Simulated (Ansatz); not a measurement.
In the program Ansatz at the r²SCAN level (PAW), SiC in the orthorhombic phase (Pnma; Si on 4c, C on 4c) relaxes to a = 5.787 Å, b = 3.125 Å, c = 5.183 Å. Its formation energy from the elements is -0.096 eV/atom, with no fitted shifts.

It is gapped at this level: 3.02 eV (indirect). HSE06 on the same cell gives 3.59 eV. The hole mass is 0.54, 0.58, 1.6 mₑ (principal values).

The elastic constants imply a Debye temperature near 898 K. Bader charges are Si +2.89, C -2.89 e.

The start of the workflow was typed in or built on a structure type; neither database checked (COD, Materials Project) lists it. It is not the phase usual at ambient conditions (space group No. 186, 216). The r²SCAN relaxation kept the symmetry of its start; its stability against distortions is not shown here. The references are the lowest solids computed at this level, not always the standard phases.

Potentials: the later of the program's two PAW sets.
